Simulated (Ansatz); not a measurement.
# C, first-principles data

C:
```
CELL_PARAMETERS angstrom
      2.45568     0.00000     0.00000
     -1.22784     2.12668     0.00000
      0.00000     0.00000     3.76994
ATOMIC_POSITIONS crystal
  C  0.33333 0.66667 0.00000
  C  0.66667 0.33333 0.00000
```

Space group P6/mmm (No. 191); conventional cell a = 2.456 Å, b = 2.456 Å, c = 3.770 Å, α = 90.00°, β = 90.00°, γ = 120.00°.

Method: r²SCAN (plane waves, PAW; program Ansatz). Geometry: relaxed at this level of theory. Other levels are named where they apply.

**Cell and energy**

```
Item                  Value
---------------  ----------
Volume per atom     9.84 Å³
Density          2.03 g/cm³
```

**Electronic structure**

```
Property                                                                                                   Result
------------------------------------  ---------------------------------------------------------------------------
Electronic character                  no gap, with almost no states at the Fermi level (zero-gap or semimetallic)
Density of states at the Fermi level                                 0.01 states/eV per atom (mean over ±0.08 eV)
```

**Mechanics**

```
Item                                                                                     Result
-------------------------------------  --------------------------------------------------------
Elastic constants (relaxed ions, GPa)  C11 = 980, C12 = 167, C13 = -2.6, C33 = 15.2, C44 = -2.6
Mechanical stability                                     unstable (C has a negative eigenvalue)
```

The workflow started from a Materials Project entry (that database holds measured and hypothetical structures alike); the Crystallography Open Database copy checked does not list it. It is not the phase usual at ambient conditions (space group No. 194, 227). The r²SCAN relaxation kept the symmetry of its start. A crystal of weakly bound layers computed without a dispersion correction: the cell and the soft elastic constants depend strongly on that. As this level gives no gap, shear constants depend on the k-mesh and smearing (Fermi–Dirac, 0.1 eV here).

Potentials: the later of the program's two PAW sets.
